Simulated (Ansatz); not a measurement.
Space group I4/mmm (No. 139). a = 4.100 Å, b = 4.100 Å, c = 8.098 Å, α = 90.00°, β = 90.00°, γ = 90.00°
```json
{"atom": "Ti", "site": "4d", "symmetry": "-4m2", "x": "0.5000", "y": "0.0000", "z": "0.2500"}
{"atom": "Ti", "site": "2b", "symmetry": "4/mmm", "x": "0.5000", "y": "0.5000", "z": "0.0000"}
{"atom": "O", "site": "4c", "symmetry": "mmm.", "x": "0.5000", "y": "0.0000", "z": "0.0000"}
{"atom": "O", "site": "4e", "symmetry": "4mm", "x": "0.0000", "y": "0.0000", "z": "0.2427"}
```

Equation of state of this Ti3O4 structure (not necessarily the ground state), with shape and atoms relaxed at each volume where symmetry leaves them free. It has no gap at any of these volumes. Computed with Ansatz 0.2.0, DFT PBEsol, scalar-relativistic, plane waves, PAW.

Settings: cutoff 420 eV, Γ-centred mesh 12×12×12 on the computed 7-atom cell, Gaussian smearing of 0.10 eV; no spin polarisation.

```tsv
V (Å³/atom)	E − E(largest V) (meV/atom)	P (GPa)
8.557	68.46	39.58
8.848	8.02	27.18
9.140	-31.57	16.63
9.432	-53.43	7.64
9.723	-60.16	-0.01
10.015	-54.04	-6.51
10.307	-36.98	-12.05
10.696	0.00	-18.16
```

Fit a third-order Birch–Murnaghan equation to E(V).

V0 = 9.72 Å³/atom, B0 = 235 GPa, B0' = 4.3.

Spin polarisation was left out, and a magnetic state may lie lower.